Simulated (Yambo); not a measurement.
Material: CsHgF₃ (cubic perovskite, space group Pm-3m, No. 221); a = b = c = 4.595 Å, α = β = γ = 90.00° (5 atoms in the cell). The geometry is that of Materials Project entry mp-561947, symmetrised and not relaxed again.

With norm-conserving LDA (Quantum ESPRESSO, 84 Ry, no spin-orbit coupling), the gap between the mesh's edge points (R → Γ) is 0.448 eV.

### Question
Estimate the G0W0 gap between the same points from Yambo (4×4×4 Γ-centred k mesh, bands 5 to 147 and a 7 Ry block in the screening, 147 bands in G with the Bruneval-Gonze terminator, plasmon pole fitted at 27.2 eV).

### Answer
The correction is 2.025 eV, giving 2.473 eV, 5.5 times the LDA value.  Nearest settings tried, and what they do to the gap: 116 bands in W, 116 bands in G: +61 meV; 6 Ry block (179 vectors against 251): +0 meV; 2×2×2 mesh: +1 meV. So the settings aren't converged at that level. Spin-orbit coupling is left out, which matters for elements this heavy: edges can move by tenths of an eV. The cell is held in this high symmetry; tilts and polar distortions were not searched.
